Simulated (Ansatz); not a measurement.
SiO2 (alpha-cristobalite type, space group P4_12_12)

```
CELL_PARAMETERS angstrom
      5.08278     0.00000     0.00000
      0.00000     5.08278     0.00000
      0.00000     0.00000     7.09805
ATOMIC_POSITIONS crystal
  Si 0.29405 0.29405 0.00000
  Si 0.79405 0.20595 0.75000
  Si 0.20595 0.79405 0.25000
  Si 0.70595 0.70595 0.50000
  O  0.24110 0.09387 0.17444
  O  0.74110 0.40613 0.57556
  O  0.25890 0.59387 0.07556
  O  0.75890 0.90613 0.67444
  O  0.90613 0.75890 0.32556
  O  0.40613 0.74110 0.42444
  O  0.59387 0.25890 0.92444
  O  0.09387 0.24110 0.82556
```

The atoms are displaced by Q × the pattern below (from a DFPT mode at Γ, largest move 1; Q in Å), at fixed cell.

```tsv
atom	x	y	z
Si1	0.229	-0.229	-0.946
Si2	0.229	0.229	0.946
Si3	-0.229	-0.229	0.946
Si4	-0.229	0.229	-0.946
O5	-0.027	0.187	0.208
O6	-0.027	-0.187	-0.208
O7	0.027	0.187	-0.208
O8	0.027	-0.187	0.208
O9	0.187	-0.027	0.208
O10	0.187	0.027	-0.208
O11	-0.187	-0.027	-0.208
O12	-0.187	0.027	0.208
```

These are PBE (plane waves to 420 eV, PAW, scalar-relativistic; Ansatz, a quantum-chemistry and plane-wave program) values and carry that method's errors. k mesh 5×5×4 (Γ-centred), Fermi-Dirac smearing 0.05 eV. E stands for the smeared free energy. SiO2 was relaxed with its symmetry unable to fall. The PAW data are Ansatz's earlier set. ΔE is measured from the undisplaced structure.

```csv
Q (Å),ΔE (meV/cell)
-0.280,9599
-0.187,4345
-0.093,1098
0.000,0
0.093,1098
0.187,4345
0.280,9599
```

Which DFPT wavenumber at Γ belongs to this mode?
A. 586 cm⁻¹
B. 34 cm⁻¹
C. 749 cm⁻¹
D. 460 cm⁻¹

C, 749 cm⁻¹. The curvature of the scan gives 749 cm⁻¹

(A displaced cell: forces are minus the slopes of the energy, force constants its curvatures, and phonons follow from these.)
